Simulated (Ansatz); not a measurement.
ZnO:
```
CELL_PARAMETERS angstrom
      3.16741     0.00000     0.00000
     -1.58371     2.74306     0.00000
      0.00000     0.00000     7.62024
ATOMIC_POSITIONS crystal
  Zn 0.50026 0.00000 0.66667
  Zn 0.00000 0.50026 0.33333
  Zn 0.49974 0.49974 0.00000
  O  0.50012 0.00000 0.16667
  O  0.00000 0.50012 0.83333
  O  0.49988 0.49988 0.50000
```

Relaxed with PBE. Special points in fractions of this cell's reciprocal vectors: Γ (0.000, 0.000, 0.000); M (0.500, 0.000, 0.000); K (0.333, 0.333, 0.000); A (0.000, 0.000, 0.500); L (0.500, 0.000, 0.500); H (0.333, 0.333, 0.500).

Task: List the band energies nearest the valence-band maximum at these points for PBE (plane waves, PAW; program Ansatz).

Result: In eV from the valence-band maximum; about four levels below and three above (degenerate sets whole), none deeper than 8.9 eV; points with the same levels are listed once.

| k | below | above |
|---|---|---|
| Γ | -0.88 -0.75 -0.44 -0.44 | 0.30 4.22 4.22 |
| M | -1.64 -1.38 -1.13 -1.10 | 4.76 5.54 5.89 |
| K | -2.29 -2.29 -2.01 -1.22 -1.22 | 6.52 6.58 6.58 |
| A | -0.90 -0.90 -0.89 0.00 | 2.13 2.13 5.45 |
| L | -1.44 -1.31 -1.23 -1.19 | 4.73 5.40 6.05 |
| H | -2.35 -2.35 -1.64 -0.65 | 6.50 6.65 6.65 |

Space group P6_222. The start of the workflow was typed in or built on a structure type; neither database checked (COD, Materials Project) lists it. It is not the phase usual at ambient conditions (space group No. 186). Symmetry was held in the PBE relaxation; its stability against distortions is not shown here. Point labels and valley counts follow the cell and symmetry of the run, lower than the named group.

Potentials: the later of the program's two PAW sets.
